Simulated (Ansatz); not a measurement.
LiMgBN$_{2}$:
```xyz
5
Lattice="-1.8848 1.8848 4.4300 1.8848 -1.8848 4.4300 1.8848 1.8848 -4.4300" Properties=species:S:1:pos:R:3 pbc="T T T"
Li     1.8848     0.0000     2.2150
Mg     0.0000     1.8848     2.2150
B      0.0000     0.0000     4.4300
N      0.0000     0.0000     5.7665
N      0.0000     0.0000     3.0935
```

Relaxed with r²SCAN. Independent-particle spectrum: no excitons, no local fields, no scissors shift; 0.1 eV broadening; ε₁ of the summed bands alone.

Task: Tabulate the dielectric function from r²SCAN in the plane-wave PAW code Ansatz.

Result: 

| E (eV) | ε₁ xx | ε₂ xx | ε₁ zz | ε₂ zz |
|---|---|---|---|---|
| 0.0 | 2.77 | 0.00 | 3.76 | 0.00 |
| 0.4 | 2.77 | 0.00 | 3.76 | 0.00 |
| 0.8 | 2.78 | 0.00 | 3.78 | 0.00 |
| 1.2 | 2.80 | 0.00 | 3.82 | 0.00 |
| 1.6 | 2.83 | 0.00 | 3.87 | 0.00 |
| 2.0 | 2.86 | 0.00 | 3.94 | 0.00 |
| 2.4 | 2.91 | 0.00 | 4.04 | 0.00 |
| 2.8 | 2.97 | 0.00 | 4.16 | 0.00 |
| 3.2 | 3.06 | 0.00 | 4.32 | 0.00 |
| 3.6 | 3.17 | 0.00 | 4.54 | 0.00 |
| 4.0 | 3.42 | 0.07 | 4.89 | 0.04 |
| 4.4 | 3.35 | 0.27 | 5.24 | 0.26 |
| 4.8 | 3.49 | 0.16 | 5.54 | 0.48 |
| 5.2 | 3.94 | 0.25 | 5.96 | 0.66 |
| 5.6 | 4.08 | 0.65 | 6.81 | 0.94 |
| 6.0 | 4.19 | 0.98 | 7.28 | 2.45 |
| 6.4 | 4.34 | 1.32 | 6.58 | 3.07 |
| 6.8 | 4.63 | 1.91 | 9.82 | 3.36 |
| 7.2 | 4.21 | 2.50 | 7.78 | 7.75 |
| 7.6 | 3.63 | 3.15 | 4.70 | 8.96 |
| 8.0 | 2.94 | 3.35 | 2.77 | 9.71 |
| 8.4 | 2.56 | 2.76 | 2.00 | 10.89 |
| 8.8 | 2.81 | 3.32 | -5.69 | 9.46 |
| 9.2 | 1.98 | 3.95 | -4.39 | 4.38 |
| 9.6 | 1.13 | 3.62 | -3.37 | 3.06 |
| 10.0 | 0.58 | 2.62 | -2.56 | 2.00 |
| 10.4 | 0.94 | 2.32 | -1.64 | 1.60 |
| 10.8 | 1.42 | 1.65 | -0.98 | 1.24 |
| 11.2 | 1.79 | 2.58 | -0.24 | 1.34 |
| 11.6 | 1.75 | 2.72 | -0.39 | 1.89 |
| 12.0 | 1.00 | 3.17 | -0.73 | 1.72 |

Task: From ε at 5.3 eV (xx: 4.00 + 0.39i), find n, k, the normal reflectivity and the absorption coefficient.

Result: n = 2.00, k = 0.097, R = 11 %, α = 2kE/ħc = 52000 cm⁻¹.

With all bands, ε∞ without local fields is 2.87 (xx = yy), 3.84 (zz).

Space group I-4m2. The workflow started from a Materials Project entry (that database holds measured and hypothetical structures alike); the Crystallography Open Database copy checked does not list it. With Li and Mg taken as one species the cell has the higher symmetry I4/mmm, so it may be an ordered model of a mixed-site phase. Whether it is the stable phase at ambient conditions was not checked. The r²SCAN relaxation kept the symmetry of its start; whether a distortion lowers the energy is not shown.

Potentials: the later of the program's two PAW sets.
